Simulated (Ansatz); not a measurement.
Cs$_{2}$O$_{2}$:
Space group Immm (No. 71); a = 4.3143 Å, b = 6.4599 Å, c = 7.5476 Å, α = β = γ = 90.00°

```json
[
 {"atom": "Cs", "site": "4i", "symmetry": "mm2", "x": "0.0000", "y": "0.0000", "z": "0.2541"},
 {"atom": "O", "site": "4g", "symmetry": "m2m", "x": "0.0000", "y": "0.3842", "z": "0.0000"}
]
```
(The calculation used a cell of 4 atoms; values per cell refer to that cell.)

Relaxed with r²SCAN.

Problem. Which orbitals make up the states near the band edges in DFT-r²SCAN in the program Ansatz with PAW potentials?

Solution. Top 1 eV of the valence band: O 2p 93 %, outside the projected shells 6 %. Bottom 1 eV of the conduction band: Cs 6s 45 %, O 2p 7 %, outside the projected shells 40 %. Projections are on Löwdin-orthogonalised atomic valence shells; empty p or d shells of many metals are not among them.

Problem. Tabulate the density of states.

Solution. States/eV per cell of 4 atoms, in 0.25 eV bins, energy from the valence-band maximum.

| E (eV) | total | O 2p | Cs 6s | Cs 5p |
|---|---|---|---|---|
| -7.85 | 0.00 | 0.00 | 0.00 | 0.00 |
| -7.60 | 0.00 | 0.00 | 0.00 | 0.00 |
| -7.35 | 0.00 | 0.00 | 0.00 | 0.00 |
| -7.10 | 0.00 | 0.00 | 0.00 | 0.00 |
| -6.85 | 0.00 | 0.00 | 0.00 | 0.00 |
| -6.60 | 0.00 | 0.00 | 0.00 | 0.00 |
| -6.35 | 0.00 | 0.00 | 0.00 | 0.00 |
| -6.10 | 0.00 | 0.00 | 0.00 | 0.00 |
| -5.85 | 0.00 | 0.00 | 0.00 | 0.00 |
| -5.60 | 0.00 | 0.00 | 0.00 | 0.00 |
| -5.35 | 1.60 | 1.36 | 0.06 | 0.05 |
| -5.10 | 6.40 | 5.47 | 0.11 | 0.24 |
| -4.85 | 0.00 | 0.00 | 0.00 | 0.00 |
| -4.60 | 0.00 | 0.00 | 0.00 | 0.00 |
| -4.35 | 0.00 | 0.00 | 0.00 | 0.00 |
| -4.10 | 0.83 | 0.75 | 0.02 | 0.03 |
| -3.85 | 7.41 | 6.68 | 0.08 | 0.47 |
| -3.60 | 7.75 | 6.92 | 0.07 | 0.61 |
| -3.35 | 0.00 | 0.00 | 0.00 | 0.00 |
| -3.10 | 0.00 | 0.00 | 0.00 | 0.00 |
| -2.85 | 0.00 | 0.00 | 0.00 | 0.00 |
| -2.60 | 0.00 | 0.00 | 0.00 | 0.00 |
| -2.35 | 0.00 | 0.00 | 0.00 | 0.00 |
| -2.10 | 0.00 | 0.00 | 0.00 | 0.00 |
| -1.85 | 0.00 | 0.00 | 0.00 | 0.00 |
| -1.60 | 0.00 | 0.00 | 0.00 | 0.00 |
| -1.35 | 0.00 | 0.00 | 0.00 | 0.00 |
| -1.10 | 0.00 | 0.00 | 0.00 | 0.00 |
| -0.85 | 0.99 | 0.91 | 0.01 | 0.00 |
| -0.60 | 10.90 | 10.09 | 0.07 | 0.07 |
| -0.35 | 3.50 | 3.29 | 0.01 | 0.05 |
| -0.10 | 0.60 | 0.57 | 0.00 | 0.01 |
| 0.15 | 0.00 | 0.00 | 0.00 | 0.00 |
| 0.40 | 0.00 | 0.00 | 0.00 | 0.00 |
| 0.65 | 0.00 | 0.00 | 0.00 | 0.00 |
| 0.90 | 0.00 | 0.00 | 0.00 | 0.00 |
| 1.15 | 0.00 | 0.00 | 0.00 | 0.00 |
| 1.40 | 0.00 | 0.00 | 0.00 | 0.00 |
| 1.65 | 0.00 | 0.00 | 0.00 | 0.00 |
| 1.90 | 0.00 | 0.00 | 0.00 | 0.00 |
| 2.15 | 0.07 | 0.01 | 0.03 | 0.00 |
| 2.40 | 0.53 | 0.04 | 0.26 | 0.01 |
| 2.65 | 1.43 | 0.10 | 0.68 | 0.05 |
| 2.90 | 3.93 | 0.25 | 1.73 | 0.13 |
| 3.15 | 2.17 | 0.19 | 0.85 | 0.05 |
| 3.40 | 1.02 | 0.17 | 0.16 | 0.01 |
| 3.65 | 2.50 | 0.48 | 0.27 | 0.02 |
| 3.90 | 3.47 | 0.93 | 0.39 | 0.02 |
| 4.15 | 3.92 | 1.27 | 0.37 | 0.02 |
| 4.40 | 2.23 | 0.32 | 0.30 | 0.01 |
| 4.65 | 3.03 | 0.32 | 0.37 | 0.01 |
| 4.90 | 3.58 | 0.33 | 0.35 | 0.01 |
| 5.15 | 2.86 | 0.32 | 0.25 | 0.01 |
| 5.40 | 3.60 | 0.38 | 0.25 | 0.01 |
| 5.65 | 2.84 | 0.30 | 0.26 | 0.01 |
| 5.90 | 2.84 | 0.30 | 0.24 | 0.01 |
| 6.15 | 3.75 | 0.35 | 0.30 | 0.01 |
| 6.40 | 3.43 | 0.26 | 0.30 | 0.01 |

The workflow started from a Materials Project entry (that database holds measured and hypothetical structures alike); the Crystallography Open Database copy checked does not list it. Whether it is the stable phase at ambient conditions was not checked. Symmetry was held in the r²SCAN relaxation; its stability against distortions is not shown here. Spin–orbit coupling is left out wherever it is not named.

Potentials: the later of the program's two PAW sets.
